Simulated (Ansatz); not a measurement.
Theory: Ansatz 0.2.0, DFT PBE, scalar-relativistic, plane waves, PAW. All cells share a 420 eV cutoff and Γ-centred k meshes spaced about 0.3 Å⁻¹ or finer (0.25 for metals, 2π included). No spin polarisation.

These are static total energies at zero pressure.

Two forms of Sc2Ga4S were relaxed alike.

A.

```cif
data_structure
_symmetry_space_group_name_H-M 'P-3m1'
_symmetry_Int_Tables_number 164
_cell_length_a 4.1176
_cell_length_b 4.1176
_cell_length_c 9.4463
_cell_angle_alpha 90.000
_cell_angle_beta 90.000
_cell_angle_gamma 120.000
_cell_volume 138.70
loop_
_atom_site_label
_atom_site_type_symbol
_atom_site_symmetry_multiplicity
_atom_site_Wyckoff_symbol
_atom_site_fract_x
_atom_site_fract_y
_atom_site_fract_z
_atom_site_occupancy
Sc1 Sc 2 d 0.33333 0.66667 0.13956 1
Ga1 Ga 2 c 0.00000 0.00000 0.63405 1
Ga2 Ga 2 d 0.33333 0.66667 0.69731 1
S1 S 1 a 0.00000 0.00000 0.00000 1
```

B.

```cif
data_structure
_symmetry_space_group_name_H-M 'P-4m2'
_symmetry_Int_Tables_number 115
_cell_length_a 3.9795
_cell_length_b 3.9795
_cell_length_c 8.4615
_cell_angle_alpha 90.000
_cell_angle_beta 90.000
_cell_angle_gamma 90.000
_cell_volume 134.00
loop_
_atom_site_label
_atom_site_type_symbol
_atom_site_symmetry_multiplicity
_atom_site_Wyckoff_symbol
_atom_site_fract_x
_atom_site_fract_y
_atom_site_fract_z
_atom_site_occupancy
Sc1 Sc 2 g 0.50000 0.00000 0.71147 1
Ga1 Ga 2 g 0.50000 0.00000 0.22125 1
Ga2 Ga 1 b 0.50000 0.50000 0.00000 1
Ga3 Ga 1 a 0.00000 0.00000 0.00000 1
S1 S 1 c 0.50000 0.50000 0.50000 1
```

Problem. Which is lower in energy, and by how much?

Solution. A is lower, by 11 meV/atom. A has space group P-3m1 (No. 164), 19.8 Å³/atom and no gap on its mesh; B has space group P-4m2 (No. 115), 19.1 Å³/atom and no gap. Counting Ga or Sc atoms around S (for each partner element, those within 1.25 times its shortest distance or 1.15 times the sum of covalent radii, where it is the nearest in units of that sum or under 1.3), A has S 6 and B has S 4. The lower one is the more open, so pressure narrows the difference. In A, Sc has 3 S at 2.72 Å, 3 Ga at 2.83 Å, 3 Ga at 3.20 Å and 3 Sc at 3.55 Å; Ga on its first site has 4 Ga at 2.45–2.53 Å and 3 Sc at 3.20 Å; S has 6 Sc at 2.72 Å; 1 more site not described. In B, Sc has 2 S at 2.68 Å, 4 Ga at 2.87 Å and 4 Ga at 3.15 Å; around Ga on a site of symmetry 2mm lie 4 Ga at 2.73 Å, 4 Sc at 2.87 Å and 2 S at 3.09 Å; S has 4 Sc at 2.68 Å and 4 Ga at 3.09 Å; 2 more sites not described. Both come from trial cells of a structure search, whose lowest cell (C2/m, 19.0 Å³/atom) lies 58 meV/atom below the lower of the two.

The k mesh leaves some 4 meV/atom of noise in the energy of each metallic cell. Trial moments fell under 0.15 μB along the way in P-3m1 and P-4m2; another start might hold them. With atoms moved at random, A (by 58 meV/atom) fell into a lower structure. B had no clear such test and can be a saddle point. Some types were kept out of the candidates beforehand, so the set may lack a known form.
